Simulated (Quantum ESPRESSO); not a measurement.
# Planted mistakes on one cell of ZnCa2MgF8

The results below are calculated, not measured. They come from pw.x of Quantum ESPRESSO 7.5, a plane-wave density functional program, with PseudoDojo standard norm-conserving files (v0.5 for PBE, v0.4.1 for LDA and PBEsol). The cells are made up: elements, strain and atom displacements were drawn at random, and nothing was relaxed. There is no spin polarisation, spin-orbit coupling or dispersion term.

The cell has 12 sites of a fluorite lattice. Sites 1 to 4 hold Zn Ca Mg Ca; sites 5 to 12 hold F F F F F F F F. Cell vectors in Å: (5.118, -0.035, 0.035); (-0.035, 5.136, -0.021); (0.035, -0.021, 5.088). Settings: PBE, cutoff 1143 eV, 4 x 4 x 4 k mesh shifted by half a step, Fermi-Dirac smearing of 0.025 eV.

The intended run has a self-consistency threshold of 1e-07 eV, a smearing term of 0.000 eV, a pressure of 16.37 GPa and 10 iterations. Each further run changes one thing: all lengths scaled by 1.0124; atoms of sites 2 and 3 exchanged; cutoff 699 eV; files of LDA; k mesh 1 x 1 x 1; one electron removed; smearing 0.9 eV; threshold 0.6 eV. A coarse mesh keeps the shift, and a charged cell sits in a uniform background.

| run | change of free energy (eV) | smearing term -TS (eV) | change of P (GPa) | largest change of a force component (eV/Å) | iterations |
| --- | --- | --- | --- | --- | --- |
| A | -2.557 | 0.000 | -4.13 | 0.446 | 10 |
| B | 0.468 | 0.000 | 1.17 | 2.922 | 10 |
| C | -0.300 | -1.532 | 1.33 | 0.151 | 10 |
| D | 23.893 | 0.000 | -11.11 | 0.374 | 10 |
| E | -4.824 | -0.028 | -15.11 | 0.488 | 20 |
| F | 0.060 | 0.000 | -3.65 | 0.464 | 3 |
| G | -0.430 | 0.000 | -5.28 | 0.306 | 10 |
| H | 16.508 | 0.000 | -119.95 | 0.293 | 10 |

A rerun of the intended cell at 1437 eV and k mesh 6 x 6 x 6 moved values by no more than 0.004 eV in the cell's energy, 0.02 GPa in stress and 0.003 eV/Å in force.

Question: which change belongs to which run?

## Worked reading

Run F has the fewest iterations, as a run stopped early does. Run C has the largest smearing term, as wide smearing gives. Run H has a higher energy and the largest fall in pressure, as too small a basis gives. Run G changes the volume by a factor of 1.0377; minus its pressure change over the logarithm of that factor, 143 GPa, is a rough bulk modulus with clamped atoms. Energies from files of another functional, or of a charged cell, have another zero and say nothing on stability; the pressure of a charged cell rests on the program's zero of potential too.

## Key

```
run,change
A,k mesh 1 x 1 x 1
B,atoms of sites 2 and 3 exchanged
C,smearing 0.9 eV
D,files of LDA
E,one electron removed
F,threshold 0.6 eV
G,all lengths scaled by 1.0124
H,cutoff 699 eV
```